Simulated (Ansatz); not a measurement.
Relaxed Sn (beta-Sn type, space group I4_1/amd):

```
Sn
1.0
   -2.91651     2.91651     1.57919
    2.91651    -2.91651     1.57919
    2.91651     2.91651    -1.57919
Sn
2
Cartesian
  0.00000   2.91651   0.78960
  0.00000   0.00000   0.00000
```

Scan: atom 1 (Sn, nearest neighbour Sn at 3.022 Å; its periodic images, 3.2 Å or more away, move with it) is displaced along Cartesian z, direction (0.000, 0.000, 1.000) in Cartesian axes, by s. The other atoms stay.

The numbers are results of PBEsol (plane waves to 420 eV, PAW, scalar-relativistic; Ansatz, a first-principles code), not measurements. k mesh 13×13×13 (Γ-centred), Fermi-Dirac smearing 0.05 eV. E stands for the smeared free energy. With partly filled bands, energies and forces of such displacements shift with the k mesh and the smearing. Sn was relaxed with its symmetry unable to fall. The zero of ΔE is the undisplaced structure. The last digit holds for this mesh only.

```
s (Å)   ΔE (meV/cell)
------  -------------
-0.600          46.42
-0.480          36.28
-0.360          23.34
-0.240          11.11
-0.120           2.85
0.000            0.00
0.120            2.85
0.240           11.11
0.360           23.34
0.480           36.28
0.600           46.42
```

What force constant k = d²E/ds² at s = 0 does the table give?

0.4 eV/Å². It is the second difference of the nearest points, corrected with the next pair.

With k = 0.40 eV/Å² from the forces, is the well harmonic out to s = 0.600 Å?

½ks² = 71.8 meV/cell against the computed 46.4 meV/cell, so the well is softer than harmonic there.

(For displaced atoms, the force is minus the slope of the energy, and its curvature is a force constant, which sets phonon frequencies.)
